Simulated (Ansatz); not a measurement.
Ta₂GaC:
```yaml
crystal:
  lattice:
    - [3.09412, 0.00000, 0.00000]
    - [-1.54706, 2.67959, 0.00000]
    - [0.00000, 0.00000, 13.48102]
  atoms:
    - { symbol: Ta, position: [0.33333, 0.66667, 0.59082] }
    - { symbol: Ta, position: [0.66667, 0.33333, 0.40918] }
    - { symbol: Ta, position: [0.66667, 0.33333, 0.09082] }
    - { symbol: Ta, position: [0.33333, 0.66667, 0.90918] }
    - { symbol: Ga, position: [0.33333, 0.66667, 0.25000] }
    - { symbol: Ga, position: [0.66667, 0.33333, 0.75000] }
    - { symbol: C, position: [0.00000, 0.00000, 0.00000] }
    - { symbol: C, position: [0.00000, 0.00000, 0.50000] }
```

Relaxed with PBEsol. Special points in fractions of this cell's reciprocal vectors: Γ (0.000, 0.000, 0.000); M (0.500, 0.000, 0.000); K (0.333, 0.333, 0.000); A (0.000, 0.000, 0.500); L (0.500, 0.000, 0.500); H (0.333, 0.333, 0.500).

### Question
List the band energies nearest the Fermi level at these points for DFT-PBEsol with spin–orbit coupling in the program Ansatz with PAW potentials.

### Answer
In eV from the Fermi level; about four levels below and three above (degenerate sets whole), none deeper than 8.9 eV; points with the same levels are listed once.

```
k                    below                above
-  -----------------------  -------------------
Γ  -0.24 -0.24 -0.21 -0.21  1.14 1.14 1.33 1.33
M  -2.05 -2.05 -1.94 -1.94  1.22 1.22 1.54 1.54
K  -1.47 -1.47 -0.14 -0.14  0.63 0.63 0.85 0.85
A  -0.23 -0.23 -0.23 -0.23  1.26 1.26 1.26 1.26
L  -2.00 -2.00 -2.00 -2.00  1.64 1.64 1.64 1.64
H  -0.91 -0.91 -0.77 -0.77  0.59 0.59 0.82 0.82
```

Space group P6_3/mmc. The first step of the workflow began from a Materials Project structure, measured or hypothetical; the Crystallography Open Database copy checked does not list it. Its standing as an ambient phase is unchecked. Symmetry was held in the PBEsol relaxation; whether a distortion lowers the energy is not shown. No spin polarisation was allowed.

Potentials: the later of the program's two PAW sets.
